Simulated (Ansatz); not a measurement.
Sc₄N₃O in space group Pm-3m (No. 221; Sc on 3c, Sc on 1a, O on 1b, N on 3d) at seven volumes, DFT-r²SCAN in the program Ansatz with PAW potentials, scaled uniformly. One row is withheld.

| V (Å³/atom) | P (GPa) |
|---|---|
| 10.229 | 24.04 |
| 10.567 | ? |
| 10.904 | 6.82 |
| 11.241 | 0.01 |
| 11.578 | -5.82 |
| 11.916 | -10.82 |
| 12.253 | -15.10 |

Problem. Fit the shown pressures and predict the withheld one.

Solution. Third-order Birch–Murnaghan: P = (3/2)B₀(x^(7/2) − x^(5/2))[1 + (3/4)(B′ − 4)(x − 1)] with x = (V₀/V)^(2/3). Least squares on the six rows gives V₀ = 11.242 Å³/atom, B₀ = 209.5 GPa, B′ = 4.13. At V = 10.567, x = 1.0421 and P = 14.74 GPa. The run itself gave 14.76 GPa.

The start of the workflow was typed in or built on a structure type; neither database checked (COD, Materials Project) lists it. Whether it is the stable phase at ambient conditions was not checked. The r²SCAN relaxation kept the symmetry of its start; whether a distortion lowers the energy is not shown. No spin polarisation was allowed.

Potentials: the earlier of the program's two PAW sets. The files were generated under PBE; for other functionals the program regenerates the frozen cores, and for LDA and PBEsol the local potential too.
